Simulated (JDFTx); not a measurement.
| Property | Result |
|---|---|
| surface | Si(111) |
| bulk | Si, Fd-3m, lattice of mp-149 (not re-optimised) |
| slab | 8 atoms in 4 planes, (2×1), 4.0 Å between the outermost planes |
| in-plane cell | 7.699 × 3.849 Å, 25.66 Å² |
| cell height | 22.9 Å |
| sampling | 3×6×1 k mesh, Fermi smearing 0.003 Ha, no spin polarisation |

Both faces carry OH and Cl (1.00 monolayer in all).

Method: PBE, GBRV ultrasoft potentials, plane waves to 20/100 Ha, in JDFTx (a modified build). Each face has two sites a cell, capped by OH and OH, OH and Cl, or Cl and Cl, and relaxed in vacuum within the start's symmetry. The ionisation potential is minus the Kohn-Sham valence edge against vacuum. Liquid: CANDLE, water, 1 M NaCl; SHE by the 4.44 V convention. Both faces are alike, and the cell allows no reconstruction beyond its size. The edges are semilocal Kohn-Sham levels of this thin slab, taken over the k mesh, and may belong to surface states.

| caps | ionisation potential (eV) | valence edge in liquid (V vs SHE) |
|---|---|---|
| all OH | 4.16 | -0.36 |
| half OH, half Cl | ? | ? |
| all Cl | 5.72 | 1.19 |

Task: Predict the half-covered face from the two pure ones.

Result: 
- half OH, half Cl, ionisation potential (eV): 5.06
- half OH, half Cl, valence edge in liquid (V vs SHE): 0.49

The half-covered face lies 0.12 eV from the mean of the two ionisation potentials, and its valence edge in the liquid 0.08 V from the mean.
